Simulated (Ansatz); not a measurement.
A vibration from a frozen displacement in Co$_{3}$Si

All numbers below come from DFT PBEsol, scalar-relativistic, plane waves, PAW in Ansatz. The runs took a 420 eV cutoff, a Γ-centred 12×12×10 mesh and Gaussian smearing (0.15 eV). No spin polarisation. A magnetic state may lie lower. Energies are free energies at this smearing, counted from the undisturbed cell; pressure is positive in compression.

Reference structure (relaxed at this level; with this scan's settings it stands at 0.1 GPa; it needn't be the usual structure):

```
Co Si
1.0
     4.88913    0.00000    0.00000
    -2.44457    4.23411    0.00000
     0.00000    0.00000    3.90407
Co Si
6 2
Cartesian
  0.0000 1.4093 2.9281
  1.2241 3.5295 2.9281
  -1.2241 3.5295 2.9281
  2.4446 2.8248 0.9760
  1.2205 0.7046 0.9760
  3.6687 0.7046 0.9760
  2.4446 1.4114 2.9281
  0.0000 2.8227 0.9760
```

Every Si atom is moved by x along the Cartesian unit vector (0.000, 0.000, 1.000); the cell and all other atoms stay fixed. The cell's volume is 80.82 Å³; the moved atoms weigh 56.170 u together and the others 353.599 u. Some rows repeat others by symmetry and weren't run.

```
  x (Å)  ΔE (meV/cell) total force on the moved atoms along the move (eV/Å) pressure (GPa)
-0.3000        1045.37                                                7.4490          6.9030
-0.2625         787.40                                                6.3230          5.2669
-0.2250         570.19                                                5.2734          3.8652
-0.1875         391.06                                                4.2904          2.6915
-0.1500         247.70                                                3.3640          1.7388
-0.1125         138.20                                                2.4828          1.0049
-0.0750          61.06                                                1.6360          0.4821
-0.0375          15.21                                                0.8122          0.1702
 0.0000           0.00                                                0.0000          0.0665
 0.0375          15.21                                               -0.8122          0.1702
 0.0750          61.06                                               -1.6360          0.4821
 0.1125         138.20                                               -2.4828          1.0049
 0.1500         247.70                                               -3.3640          1.7388
 0.1875         391.06                                               -4.2904          2.6915
 0.2250         570.19                                               -5.2734          3.8652
 0.2625         787.40                                               -6.3230          5.2669
 0.3000        1045.37                                               -7.4490          6.9030
```

Problem. What frequency belongs to this motion?

Solution. The force constant is k = −dF/dx = 21.659 eV/Å², from the parabola through x = -0.0375, 0 and 0.0375. In every cell the moved atoms swing against the rest, so the mass is μ = m₁m₂/(m₁ + m₂) = 48.470 u, and ν̃ = 521.5 cm⁻¹ × √(|k|/μ) = 349 cm⁻¹. To first order in x, and within 1 %, the force on every atom lies along the move and, within each of the two groups, in proportion to the atom's mass, so this is itself a mode at the zone centre of this cell.

Problem. How far does the harmonic law reach?

Solution. At x = -0.300 Å, kx²/2 = 974.64 meV against the computed 1045.37 meV (+7.3 %): the well is still close to harmonic there.

Problem. The pressure changes with x². What does that say about the frequency under compression?

Solution. With E = k(V)x²/2, k ∝ V^(−2γ) and x scaling with the cell as V^(1/3), P − P0 = −∂E/∂V = (2γ − 2/3) ΔE/V. At x = 0.0750 Å, V(P − P0) = 80.82 × 0.41564 / 160.2 eV = 209.66 meV and ΔE = 61.06 meV, so γ = 1/3 + V(P − P0)/(2ΔE) = 2.05. This is the Grüneisen parameter of the motion under uniform scaling of the cell: shrinking the cell evenly by 1 % in volume raises the frequency by about 2.05 %.

In a metal these slopes depend on the k mesh and the smearing.

Cost: 9 runs of about 2.8 core-minutes in all, on AMD EPYC 9R45 (Zen 5) (shared hosts).